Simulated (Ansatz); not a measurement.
HfO$_{2}$:
```cif
data_Hf4O8
_chemical_formula_sum 'Hf4 O8'
_space_group_name_H-M_alt 'P 1'
_space_group_IT_number 1
_cell_length_a 5.48560
_cell_length_b 3.25586
_cell_length_c 6.39694
_cell_angle_alpha 90.000
_cell_angle_beta 90.000
_cell_angle_gamma 90.000
loop_
_space_group_symop_operation_xyz
  'x, y, z'
loop_
_atom_site_label
_atom_site_type_symbol
_atom_site_fract_x
_atom_site_fract_y
_atom_site_fract_z
_atom_site_occupancy
Hf1 Hf 0.75433 0.25000 0.11331 1
Hf2 Hf 0.24567 0.75000 0.88669 1
Hf3 Hf 0.74567 0.75000 0.61331 1
Hf4 Hf 0.25433 0.25000 0.38669 1
O1 O 0.97496 0.75000 0.33854 1
O2 O 0.02504 0.25000 0.66146 1
O3 O 0.52504 0.25000 0.83854 1
O4 O 0.47496 0.75000 0.16146 1
O5 O 0.85930 0.75000 0.92656 1
O6 O 0.14070 0.25000 0.07344 1
O7 O 0.64070 0.25000 0.42656 1
O8 O 0.35930 0.75000 0.57344 1
```

Relaxed with LDA.

Task: Give the optical modes at the zone centre with their infrared activity from DFPT, LDA (plane waves, PAW; program Ansatz).

Result: Transverse frequencies, without the LO–TO term; a row sums one degenerate level.

```csv
ω (cm⁻¹),degeneracy,IR ((D/Å)²/amu),activity,symmetry
88,1,0.00,IR-inactive,Au
113,1,0.00,IR-inactive,B3g
122,1,0.00,IR-inactive,Ag
129,1,0.00,IR-inactive,B1g
140,1,5.87,IR,B1u
178,1,12.00,IR,B3u
179,1,0.00,IR-inactive,Ag
218,1,0.00,IR-inactive,B2g
257,1,0.00,IR-inactive,B2g
279,1,33.68,IR,B1u
285,1,72.92,IR,B2u
320,1,45.83,IR,B3u
321,1,0.00,IR-inactive,Au
370,1,0.00,IR-inactive,Ag
387,1,0.00,IR-inactive,B2g
389,1,0.00,IR-inactive,B1g
390,1,23.81,IR,B3u
423,1,0.00,IR-inactive,B3g
423,1,35.82,IR,B1u
456,1,0.00,IR-inactive,Ag
494,1,0.00,IR-inactive,Au
529,1,1.83,IR,B3u
555,1,9.49,IR,B2u
557,1,0.00,IR-inactive,B2g
573,1,0.00,IR-inactive,B2g
582,1,0.00,IR-inactive,Ag
616,1,0.00,IR-inactive,B1g
621,1,0.00,IR-inactive,B3g
623,1,11.06,IR,B1u
639,1,0.00,IR-inactive,Ag
649,1,1.68,IR,B1u
677,1,0.00,IR-inactive,B2g
707,1,0.16,IR,B3u
```

Task: How high does the top mode go among those that the LO–TO term moves?

Result: 708 cm⁻¹ for q along x, 646 cm⁻¹ for q along y, 712 cm⁻¹ for q along z.

Space group Pnma. The workflow started from a Materials Project entry (that database holds measured and hypothetical structures alike); the Crystallography Open Database copy checked does not list it. It is not the phase usual at ambient conditions (space group No. 14, 29). Symmetry was held in the LDA relaxation; of distortions, only those at the zone centre were tested. The run is not spin-polarised. Scalar-relativistic: spin–orbit coupling is off unless named, which matters more the heavier the elements.

Potentials: the later of the program's two PAW sets.
